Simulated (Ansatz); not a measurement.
Here is the system:

GaSiGeN:
```cif
data_Ga3Ge3N3Si3
_chemical_formula_sum 'Ga3 N3 Ge3 Si3'
_space_group_name_H-M_alt 'R3m :H'
_space_group_IT_number 160
_space_group_name_Hall 'R 3 -2"'
_cell_length_a 3.58686
_cell_length_b 3.58686
_cell_length_c 18.05276
_cell_angle_alpha 90.000
_cell_angle_beta 90.000
_cell_angle_gamma 120.000
loop_
_atom_site_label
_atom_site_type_symbol
_atom_site_symmetry_multiplicity
_atom_site_Wyckoff_symbol
_atom_site_fract_x
_atom_site_fract_y
_atom_site_fract_z
_atom_site_occupancy
Ga1 Ga 3 a 0.00000 0.00000 0.98521 1
N1 N 3 a 0.00000 0.00000 0.87589 1
Ge1 Ge 3 a 0.00000 0.00000 0.51083 1
Si1 Si 3 a 0.00000 0.00000 0.37804 1
```
(The calculation used a cell of 4 atoms; values per cell refer to that cell.)

This is the r²SCAN-relaxed structure.

### Question
All from the program Ansatz at the r²SCAN level (PAW), unless another level is named. Estimate the electronic character.

### Answer
metallic (no gap).

### Question
Next, the formation energy from the elements (no fitted shifts)?

### Answer
0.45 eV/atom.

### Question
What about the density of states at the Fermi level?

### Answer
0.34 states/eV per atom (mean over ±0.08 eV).

The start of the workflow was typed in or built on a structure type; neither database checked (COD, Materials Project) lists it. Whether it is the stable phase at ambient conditions was not checked. The cell was relaxed with r²SCAN under the symmetry of its start; whether a distortion lowers the energy is not shown. Its formation energy is positive at this level, so the cell may be metastable or incomplete. The references are the lowest solids computed at this level, not always the standard phases (solids in place of the gases). Scalar-relativistic: spin–orbit coupling is off unless named, which matters more the heavier the elements.

Potentials: the earlier of the program's two PAW sets. The files were generated under PBE; for other functionals the program regenerates the frozen cores, and for LDA and PBEsol the local potential too.
